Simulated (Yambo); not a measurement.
G0W0@PBEsol for AgI (zinc blende, space group F-43m, No. 216) in Yambo. Reference settings: 4×4×4 Γ-centred k mesh, bands 5 to 129 and a 8 Ry block in the screening, 129 bands in G with the Bruneval-Gonze terminator, plasmon pole fitted at 27.2 eV. The PBEsol gap Γ → Γ on this mesh is 1.20 eV; G0W0 gaps are taken between the same points.

| change from the reference | G0W0 gap Γ → Γ (eV) | shift of the valence edge (eV) |
|---|---|---|
| reference settings | 2.38 | -0.84 |
| 71 bands in W, 71 bands in G, 5 Ry block | 2.35 | -0.67 |
| wavefunctions cut at 10 Ry | 1.78 | -0.16 |
| 98 bands in W, 98 bands in G, 6 Ry block | 2.36 | -0.77 |
| 98 bands in W, 98 bands in G, 2 Ry block | 2.35 | -0.66 |
| 46 bands in W, 46 bands in G, 3 Ry block | 2.42 | -0.57 |
| 46 bands in W, 46 bands in G, 6 Ry block | (withheld) | -0.61 |
| 46 bands in W, 46 bands in G, no terminator | 2.36 | -0.36 |

Task: Estimate the withheld gaps from the other rows; the computed values follow.

Result: 
- 46 bands in W, 46 bands in G, 6 Ry block, G0W0 gap Γ → Γ (eV): 2.45

The reference isn't shown to be the converged limit.

Spin-orbit coupling is not included.

Geometry relaxed with PBEsol; primitive cell a = 4.5578 Å, b = 4.5578 Å, c = 4.5578 Å, α = 60.00°, β = 60.00°, γ = 60.00°.

A shift is the quasiparticle energy of the state minus its PBEsol energy.
